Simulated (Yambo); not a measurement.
BSE-type run in Yambo on Ba₂OsH₆ (space group Fm-3m, No. 225), at finite momentum (a q point of the mesh, 0.67 1/Å).

Quantum ESPRESSO step (PBEsol, PseudoDojo standard norm-conserving files, scalar-relativistic):
```
&CONTROL
  calculation = 'nscf'
  pseudo_dir = './pseudo'
  outdir = './out'
/
&SYSTEM
  ibrav = 0
  nat = 9
  ntyp = 3
  ecutwfc = 74.0
  ecutrho = 296.0
  occupations = 'fixed'
  force_symmorphic = .true.
  nbnd = 74
/
&ELECTRONS
  conv_thr = 9.000000000000001e-09
  diago_full_acc = .true.
  diago_thr_init = 1e-08
/
ATOMIC_SPECIES
H 1.0080 H.upf
Ba 137.3270 Ba.upf
Os 190.2300 Os.upf
CELL_PARAMETERS angstrom
  0.000000000000   4.046210000000   4.046210000000
  4.046210000000   0.000000000000   4.046210000000
  4.046210000000   4.046210000000   0.000000000000
ATOMIC_POSITIONS crystal
H   0.785920000000   0.785920000000   0.214080000000
H   0.214080000000   0.214080000000   0.785920000000
H   0.214080000000   0.785920000000   0.785920000000
H   0.785920000000   0.214080000000   0.214080000000
H   0.785920000000   0.214080000000   0.785920000000
H   0.214080000000   0.785920000000   0.214080000000
Ba   0.750000000000   0.750000000000   0.750000000000
Ba   0.250000000000   0.250000000000   0.250000000000
Os   0.000000000000   0.000000000000   0.000000000000
K_POINTS automatic
6 6 6 0 0 0
```

Yambo input:
```
rim_cut
optics
bse
bss
dipoles
em1s
RandQpts= 1000000
RandGvec= 1 Ry
FFTGvecs= 40 Ry
Chimod= "HARTREE"
BSKmod= "SEX"
BSEmod= "resonant"
BSSmod= "hs"
BSENGexx= 15 Ry
BSENGBlk= 3 Ry
% KfnQP_E
 0.984 | 1.0 | 1.0 |
%
% BSEQptR
 4 | 4 |
%
% BSEBands
 16 | 24 |
%
% BEnRange
 0.0 | 8.1 | eV
%
% BDmRange
 0.15 | 0.15 | eV
%
BEnSteps= 162
% BLongDir
 1.0 | 0.0 | 0.0 |
%
BSHayTrs= -0.02
BSSNEig= 24
WRbsWF
% BndsRnXs
 5 | 69 |
%
NGsBlkXs= 3 Ry
% LongDrXs
 1.0 | 1.0 | 1.0 |
%
```

From the report:

The dimension is k points × valence × conduction bands = 216 × 6 × 3 = 3888.
```
   [SLEPC] Approach                          : Krylov-Schur
   [SLEPC] Number of requested eigenvalues   :  24
   [SLEPC] Number of eigenvalues        [NEV]:  24
    [K] Dimension                                    :   3888
    [K] Bands                                        :  16  24
    [K] Exchange res                                 : yes
    [K] Correlation res                              : yes
    [K] W interaction is bare                        : no
    [K] RL vectors exchange                          :   941
    [K] RL vectors correlation                       :   89
    [W] Matrix size                                  :   89
    [W] Bands                                        :    5   69
    [W] Coulomb Cutoff                               : none
    [W] Hxc Kernel                                   : HARTREE
```
Lowest eigenvalues (eV; in brackets the number of states within 2 meV): 2.27 (1), 2.33 (2), 2.44 (2), 2.55 (1), 2.61 (1), 2.63 (2). They depend on the mesh, which isn't converged, and on the G0W0 scissor.

Spin-orbit coupling is not included.

Geometry of the Materials Project entry, not relaxed at this level.

The structure is a Materials Project entry; no match was found in the copy of COD used, and its stability was not checked.
